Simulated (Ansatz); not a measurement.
Relaxed structures of AlNi for which phonons were computed (DFPT at Γ and, for small cells, zone-boundary points). Computed with r2SCAN (plane waves to 500 eV, PAW, scalar-relativistic; Ansatz, a first-principles code).

```
structure                                                                     E − E(Pm-3m, cP2, CsCl type, non-magnetic) (eV/atom)  V (Å³/atom)
----------------------------------------------------------------------------  ----------------------------------------------------  -----------
Pm-3m, cP2, CsCl type, non-magnetic                                                                                           0.00        11.74
P4/nmm, tP4, AFLOW prototype AB_tP4_129_c_c (B11, as in TiCu), non-magnetic                                                   0.26        12.28
Immm, oI4, non-magnetic                                                                                                       0.53        13.13
P-6m2, hP2, non-magnetic                                                                                                      0.21        12.17
Fd-3m, cF16, AFLOW prototype AB_cF16_227_a_b (B32, as in NaTl), non-magnetic                                                  0.34        12.10
```

Q: Which of them are dynamically unstable at the sampled points?

A: 
- Pm-3m, cP2, CsCl type, non-magnetic: nothing beyond 15i cm⁻¹
- P4/nmm, tP4, AFLOW prototype AB_tP4_129_c_c (B11, as in TiCu), non-magnetic: unstable, lowest mode about 100i cm⁻¹
- Immm, oI4, non-magnetic: unstable, lowest mode about 205i cm⁻¹
- P-6m2, hP2, non-magnetic: nothing beyond 15i cm⁻¹
- Fd-3m, cF16, AFLOW prototype AB_cF16_227_a_b (B32, as in NaTl), non-magnetic: unstable, lowest mode about 125i cm⁻¹

Probably no minimum, since a slightly shaken restart fell lower: P4/nmm, tP4, AFLOW prototype AB_tP4_129_c_c (B11, as in TiCu), non-magnetic (by 0.02 eV/atom, to Pmmn); Immm, oI4, non-magnetic (by 0.26 eV/atom, to R-3m); Fd-3m, cF16, AFLOW prototype AB_cF16_227_a_b (B32, as in NaTl), non-magnetic (by 0.25 eV/atom, to Imma). 1 run with a doubtful electronic state, a coarser numerical grid, an end not at rest or a source that can't be used is left out. Each run could gain symmetry but not lose that of its start, so entries can be saddle points. From databases, or of a type measured for this composition: Pm-3m, cP2, CsCl type, non-magnetic; the others are generated cells (placed on structure types, drawn at random, substituted or restacked) that were not matched to a known phase here. Each structure is listed in the lowest spin state found for it. Energies are at zero temperature and pressure, without zero-point motion. No spin polarisation in the result. A magnetic state may lie lower.
